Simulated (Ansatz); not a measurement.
## CO₂: O-17 NMR of the central transition

Cell: an entry of the Crystallography Open Database (COD) whose atoms were relaxed with PBE, the cell held.

```cif
data_CO2
_symmetry_space_group_name_H-M 'Pa-3'
_symmetry_Int_Tables_number 205
_cell_length_a 5.6200
_cell_length_b 5.6200
_cell_length_c 5.6200
_cell_angle_alpha 90.000
_cell_angle_beta 90.000
_cell_angle_gamma 90.000
loop_
_atom_site_label
_atom_site_type_symbol
_atom_site_symmetry_multiplicity
_atom_site_Wyckoff_symbol
_atom_site_fract_x
_atom_site_fract_y
_atom_site_fract_z
C C 4 a 0.0000 0.0000 0.0000
O O 8 c 0.1200 0.1200 0.1200
```

One atom of each set is listed.

Method: Kohn–Sham DFT in Ansatz, r2SCAN, plane waves and PAW, scalar-relativistic, 500 eV cutoff, Γ-centred 4×4×4 k-points, Fermi–Dirac smearing 0.02 eV.

O-17 has I = 5/2 and Q = -25.58 mb (Pyykkö 2018); at 21.1 T its Larmor frequency is ν₀ = 121.8 MHz. Only the quadrupole interaction is simulated: positions count from each site's isotropic chemical shift, and J coupling is left out, as are shift anisotropy and dipolar coupling, which fast spinning averages.

Simulated pattern of one O site (fast magic-angle spinning, Gaussian broadening 0.1 kHz):

```json
{"offset (kHz)": "-2.912", "height": "0"}
{"offset (kHz)": "-2.797", "height": "4"}
{"offset (kHz)": "-2.682", "height": "6"}
{"offset (kHz)": "-2.567", "height": "6"}
{"offset (kHz)": "-2.452", "height": "6"}
{"offset (kHz)": "-2.337", "height": "6"}
{"offset (kHz)": "-2.222", "height": "7"}
{"offset (kHz)": "-2.107", "height": "7"}
{"offset (kHz)": "-1.993", "height": "7"}
{"offset (kHz)": "-1.878", "height": "11"}
{"offset (kHz)": "-1.763", "height": "75"}
{"offset (kHz)": "-1.648", "height": "74"}
{"offset (kHz)": "-1.533", "height": "53"}
{"offset (kHz)": "-1.418", "height": "46"}
{"offset (kHz)": "-1.303", "height": "44"}
{"offset (kHz)": "-1.188", "height": "43"}
{"offset (kHz)": "-1.074", "height": "43"}
{"offset (kHz)": "-0.959", "height": "44"}
{"offset (kHz)": "-0.844", "height": "47"}
{"offset (kHz)": "-0.729", "height": "53"}
{"offset (kHz)": "-0.614", "height": "64"}
{"offset (kHz)": "-0.499", "height": "100"}
{"offset (kHz)": "-0.384", "height": "82"}
{"offset (kHz)": "-0.269", "height": "2"}
```

**Question.** Which |C_Q| and η does the pattern imply?

**Answer.** The pattern spans 2.41 kHz before broadening and its centre of gravity is at -1.13 kHz, which fixes P_Q; the places of the horns and steps fix η. That gives P_Q = 4.78 MHz, |C_Q| = 4.78 MHz and η = 0.00. The sign of C_Q can't be read from the pattern.

An axis of threefold or higher order runs through O, so V_zz lies along it and η is zero.

The largest force is 0.8 eV/Å, so the atoms aren't at the calculated equilibrium and relaxing them would move these values. The database entry as given showed forces above 3 eV/Å or a pressure above 30 GPa, though relaxing it moves no atom far.
